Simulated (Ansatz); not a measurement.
# Computed energy over volume and axial ratio: Ta (bcc, W type)

Ta (bcc, W type), conventional cell a = b = c = 3.282 Å, α = β = γ = 90.00°. The calculation uses the primitive cell of 1 atom, to which meshes and values per cell refer.

The relaxed cell is deformed in two ways at once: its volume V is scaled, and at that volume it is stretched along z (the c axis of the conventional cell) so that c/a changes. Fractional atomic positions are held.

Calculation: PBEsol (plane waves to 420 eV, PAW, scalar-relativistic; Ansatz, a first-principles code). k mesh 20×20×20 (Γ-centred), Fermi-Dirac smearing 0.05 eV. The energy includes the smearing's −TS. Compression counts positive. With partly filled bands, the response to shear is sensitive to the k mesh, so small differences along c/a are uncertain. Spin-orbit coupling is left out, though Ta is heavy. Ta is run without spin polarisation. Ta was relaxed with its symmetry unable to fall. The zero of ΔE is the relaxed starting cell.

ΔE (meV/atom), with V/V₀ across and (c/a)/(c/a)₀ down:

```csv
(c/a)/(c/a)₀ \ V/V₀,0.920,0.960,1.000,1.040,1.080
0.920,116,50,28,43,88
0.960,93,28,8,24,72
1.000,84,20,0,17,65
1.040,92,27,7,24,71
1.080,114,47,26,41,87
```

σxx (GPa), with V/V₀ across and (c/a)/(c/a)₀ down:

```csv
(c/a)/(c/a)₀ \ V/V₀,0.920,0.960,1.000,1.040,1.080
0.920,17.4,6.8,-2.1,-9.3,-15.2
0.960,18.3,7.5,-1.5,-8.9,-15.0
1.000,20.3,9.2,0.0,-7.6,-13.9
1.040,22.3,11.0,1.7,-6.1,-12.5
1.080,24.3,12.8,3.3,-4.6,-11.2
```

Key numbers:

| Item | Result |
|---|---|
| Lowest place on the grid | V/V₀ = 1.000, (c/a)/(c/a)₀ = 1.000 (0 meV/atom) |
| Highest place on the grid | V/V₀ = 0.920, (c/a)/(c/a)₀ = 0.920 (116 meV/atom) |

The 25 points together took about 4 core-minutes (a rough figure).

(A scan under strain: stresses follow from slopes of the energy per volume, elastic moduli from its curvatures.)
